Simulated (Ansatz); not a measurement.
Ansatz (an electronic-structure program) input:

Ansatz 0.2 input:
```yaml
crystal:
  lattice:
    - [2.4332839868, 0.0, 0.0]
    - [0.0, 2.4332839868, 0.0]
    - [0.0, 0.0, 2.4332839868]
  atoms:
    - { symbol: P, position: [0.0, 0.0, 0.0] }
kpoints:
  mp_grid: { grid: [17, 17, 17] }
hamiltonian:
  xc: r2scan
  pseudopotentials: { kind: paw }
scf:
  occupations: { method: gaussian, width: 0.05 }
checkpoint: { read: metal.run }
output: { bader: true, populations: true }
```

Output (shortened):

```
Pseudopotentials: kind: paw
Pseudopotential: P, paw, valence charge 5
Functional definition: r2SCAN
Crystal: 1 atoms, lattice volume = 14.407 Å³
Basis set: ecut = 500 eV, 365 PW (Γ), exchange–correlation on 72×72×72 points (64 copies of the dense FFT grid, shifted against one another)
Bands: 11, of which v1, the nominal top of the filled ones, is band 3 counted from 1 (2 counted from 0)
Symmetry: 48 space group operations
Space group: Pm-3m (ITA 221), of the structure as read, at distance tolerance 2.4e-5 Å
k-points: 165 of 4913
PAW frozen core: P, regenerated for the run's functional
Initial density: read from a saved state, or passed on in memory by an earlier SCF of this step, an earlier step, the calling program or the single point that …
Stability of the state it starts from, as read at its close in the unpolarized treatment …
Initial wavefunctions: pseudopotential atomic-orbital guess
Eigensolver: davidson
Functional: x = r2scan, c = r2scan; τ floored in thin density (d = 2e-4 eV/Å³)
iter 1 solved again at ethr=9.04e-8 eV; its pass at ethr=3.10e-3 eV (dr2=4.52e-6 eV) is discarded
SCF iter   1: F=—  HF=-759.023052 eV  |F-HF|=—  |Δ(HF+E_count)|=         —  Δρ=6.72e-8  dr2=2.13e-13  dr2_τ=2.19e-13  ethr=9.04e-8  ⟨swp⟩=3.3  Hψ=19340  notcnv=0
all-band conjugate gradients solve this SCF's bands
preconditioner: auto → none
SCF iter   2: F=-759.023052 eV  HF=-759.023052 eV  |F-HF|=2.27e-13  |Δ(HF+E_count)|=   2.62e-9  Δρ=3.92e-8  dr2=7.30e-14  dr2_τ=1.34e-13  ethr=1.00e-12  ⟨swp⟩=5.7  Hψ=7812  notcnv=0
SCF 1 converged in 2 iterations: F = -759.023052 eV  dr2 = 7.30e-14
SCF converged after 2 iterations
Free energy (F): -759.023052 eV
Harris-Foulkes:  -759.023052 eV  (|F-HF|=2.27e-13)
Internal energy: -759.022542 eV  (E = F + TS)
E sigma→0 (E₀):  -759.022797 eV
Entropy (-TS):   -0.000510 eV (-0.510 meV/atom)
Fermi energy:    11.106919 eV
--- Per-component energies (eV) ---
  E_band       = 20.230936
  E_kinetic    = 71.712189
  E_local      = -24.213247  (includes V_loc(G=0)·N_el)
  E_nonlocal   = 32.614447
  E_hartree    = 5.588528
  E_xc         = -59.124904
  E_vxc        = -66.403374  (∫ρ·V_xc dr)
  E_paw        = -575.627346  (= ΣΔE_a)
  E_vpaw       = -7.737555  (= ΣTr[D̂ρ^β])
  E_aug_tail   = 0.000000  (compensation charges beyond the density's cutoff)
  E_vtau       = 3.081418  (kinetic-family band-sum trace: ∫τ·v_τ [+ j·A + Jᵃ·Aᵃ] dr)
  E_ewald      = -209.881368
  E_core_change = -0.090842  (= ΣΔE_core)
  E_smearing   = -0.000510  (= −TS)
  E_closure    = 0.000000  (closes the sum)
  Σ components = -759.023052   (vs F -759.023052, Δ=0.00e0)
  [band-id]    e_kinetic+e_local+e_nonlocal+2·e_hartree+e_vxc+e_vpaw+e_augmentation_tail+e_vtau = 20.230936   (vs E_band 20.230936, Δ=1.31e-7)
--- Band table (eV; the first three rows and the last of 165) ---
  k-point 0: bands = ["-6.2805", "16.5668", "16.5668", "16.5668", "18.1997", "18.1997", "26.8932", "36.1899", "36.1899", "36.1899", "45.5691"]
  k-point 1: bands = ["-6.1968", "14.9380", "16.6336", "16.6336", "18.2645", "19.7358", "27.1639", "35.6384", "35.6384", "36.2314", "44.6125"]
  k-point 2: bands = ["-5.9466", "12.7155", "16.8323", "16.8323", "18.4558", "21.6291", "28.0088", "34.3001", "34.3001", "36.3525", "42.1920"]
  k-point 164: bands = ["7.8954", "8.7681", "8.7681", "10.5521", "16.2031", "16.2427", "16.2427", "23.3954", "42.7817", "42.7817", "52.9539"]
  band table: 11 of 11 bands, residual norms ≤ 1.0e-3 eV
--- Löwdin populations: 1 site ---
  site symbol       q [e]
     0      P      4.9145
  spilling = 0.017104 (of n_electrons = 5.000000)
--- Bader charges: 1 site ---
  site symbol  charge [e]  shift [e]
     0      P      0.0000     0.0000
  shift: an alarm, by how much a part of what the PAW files miss would move the charge. Where it is large, compare
  with a run on PAW files of another source; a small one proves nothing
  estimated error of the sums over rays = 7.0e-7 e
```

Cost: very roughly 8 core-seconds on shared cores.

This is a known high-pressure phase of the composition, computed here at zero pressure and temperature. The r²SCAN relaxation kept the symmetry of its start; phonons on a q-mesh show no instability.

Potentials: the later of the program's two PAW sets.

Ansatz is a plane-wave DFT program.
